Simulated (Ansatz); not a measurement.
## Computed properties of TiSi

TiSi:
```xyz
2
Lattice="1.7880 -2.0465 0.0000 1.7880 2.0465 0.0000 0.0000 0.0000 3.7622" Properties=species:S:1:pos:R:3 pbc="T T T"
Ti     1.7880     0.0000     0.0000
Si     0.0000     0.0000     1.8811
```

Space group Cmmm (No. 65); conventional cell a = 3.5760 Å, b = 4.0930 Å, c = 3.7622 Å, α = β = γ = 90.00°.

Method: LDA (plane waves, PAW; program Ansatz). Geometry: relaxed at this level of theory. Other levels are named where they apply.

### Cell and energy

```
Property                                                       Value
-----------------------------------------------------  -------------
Volume per atom                                             13.77 Å³
Density                                                   4.58 g/cm³
Formation energy from the elements (no fitted shifts)  -620 meV/atom
```

### Electronic structure

```
Quantity                                                                     Value
------------------------------------  --------------------------------------------
Electronic character                                             metallic (no gap)
Density of states at the Fermi level  0.48 states/eV per atom (mean over ±0.08 eV)
```

### Mechanics

```
Property                                                                                                                                    Value
--------------------------------------------  ---------------------------------------------------------------------------------------------------
Bulk modulus (Birch–Murnaghan fit)                                                                                                        147 GPa
Pressure derivative B′                                                                                                                        4.3
Elastic constants (relaxed ions, GPa)         C11 = 231, C22 = 169, C33 = 280, C12 = 118, C13 = 131, C23 = 111, C44 = 19.5, C55 = 169, C66 = 93.9
Mechanical stability                                                                                       stable (all eigenvalues of C positive)
Hill bulk and shear moduli                                                                                                       151 and 62.0 GPa
Young's modulus                                                                                                                           164 GPa
Poisson's ratio                                                                                                                              0.32
Debye temperature from the elastic constants                                                                                                512 K
```

### Phonons

```
Property                                        Value
-----------------------------  ----------------------
Highest zone-centre frequency                370 cm⁻¹
Zone-centre stability          no imaginary mode at Γ
```

The first step of the workflow began from a Materials Project structure, measured or hypothetical; the Crystallography Open Database copy checked does not list it. COD files the formula under space group No. 25. Its standing as an ambient phase is unchecked. The LDA relaxation kept the symmetry of its start. No spin polarisation was allowed. As this level gives no gap, shear constants depend on the k-mesh and smearing (Fermi–Dirac, 0.1 eV here). As this level gives no gap, phonon frequencies hold no LO–TO term and depend on the k-mesh and smearing (Fermi–Dirac, 0.1 eV here). The references are the lowest solids computed at this level, not always the standard phases.

Potentials: the earlier of the program's two PAW sets. The files were generated under PBE; for other functionals the program regenerates the frozen cores, and for LDA and PBEsol the local potential too.
